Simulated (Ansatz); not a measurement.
The relaxed structure here is a generated cell of Ga2O3: the first start was made by placing the elements on the sites of a structure type, and the end was not matched to a known phase here, so it may be hypothetical. Known forms of Ga2O3 include space group No. 12, 167.

The end point of a relaxation of Ga$_{2}$O$_{3}$. All values below come from PBEsol (plane waves to 420 eV, PAW, scalar-relativistic; Ansatz, a program for electronic structure).

```xyz
5
Lattice="1.7915 -2.5297 0.0000 1.7915 2.5297 0.0000 -1.7463 0.0000 6.0223" Properties=species:S:1:pos:R:3 pbc="T T T"
O      0.8990     0.6894     1.0419
O      0.9377     0.6894     4.9804
O      0.9184    -1.3281     3.0112
Ga     1.7915    -0.5800     0.0000
Ga     0.9184     0.5293     3.0112
```

Problem. Determine the symmetry and give the standard cell with its independent sites.

Solution. Space group C2 (No. 5); a = 3.583 Å, b = 5.059 Å, c = 6.270 Å, α = γ = 90.00°, β = 106.17°

```csv
atom,site,symmetry,x,y,z
O,4c,1,0.3352,0.1363,0.1730
O,2b,2,0.5000,0.7375,0.5000
Ga,2a,2,0.0000,0.3854,0.0000
Ga,2b,2,0.5000,0.1046,0.5000
```

Problem. Give the shortest distances between elements (the closest pairs, up to four, under 3.6 Å).

Solution. Ga–O 1.86 Å; O–O 2.70 Å; Ga–Ga 3.10 Å.

The volume per atom is 10.92 Å³. The band gap is 1.47 eV, indirect (valence top at k = (0.1667, 0.1667, 0.3333), conduction bottom at Γ) (no spin-orbit coupling). The smallest direct gap comes out as 1.82 eV at Γ.

No spin polarisation in the result.

The run could not lose the symmetry of its start, so the end can be a saddle point.

It was reached from a disturbed copy of a R32 (No. 155) cell, against which it lies -0.201 eV/atom.
